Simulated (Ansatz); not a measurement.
Ga:
```cif
data_Ga8
_chemical_formula_sum 'Ga8'
_space_group_name_H-M_alt 'Cmce'
_space_group_IT_number 64
_space_group_name_Hall '-C 2ac 2'
_cell_length_a 4.47386
_cell_length_b 7.59711
_cell_length_c 4.52623
_cell_angle_alpha 90.000
_cell_angle_beta 90.000
_cell_angle_gamma 90.000
loop_
_atom_site_label
_atom_site_type_symbol
_atom_site_symmetry_multiplicity
_atom_site_Wyckoff_symbol
_atom_site_fract_x
_atom_site_fract_y
_atom_site_fract_z
_atom_site_occupancy
Ga1 Ga 8 f 0.00000 0.34400 0.41535 1
```
(The calculation used a cell of 4 atoms; values per cell refer to that cell.)

Relaxed with r²SCAN.

Q: Decompose the optical modes at the zone centre into irreducible representations, and say which are infrared and Raman allowed.

A: Point group mmm: Γ_opt = 2Ag + Au + B1g + B1u + B2g + B2u + 2B3g. Infrared: B1u, B2u. Raman: Ag, B1g, B2g, B3g.

Q: Assign frequencies (DFPT, the program Ansatz at the r²SCAN level (PAW)).

A: B1g 58, Ag 100, B1u 101, Au 108, B3g 155, B2u 185, B2g 191, B3g 215, Ag 240 cm⁻¹.

Subscripts of B labels follow the axes of the standard setting.

Symmetry was held in the r²SCAN relaxation; of distortions, only those at the zone centre were tested. As this level gives no gap, phonon frequencies hold no LO–TO term and depend on the k-mesh and smearing (Fermi–Dirac, 0.1 eV here).

Potentials: the earlier of the program's two PAW sets.
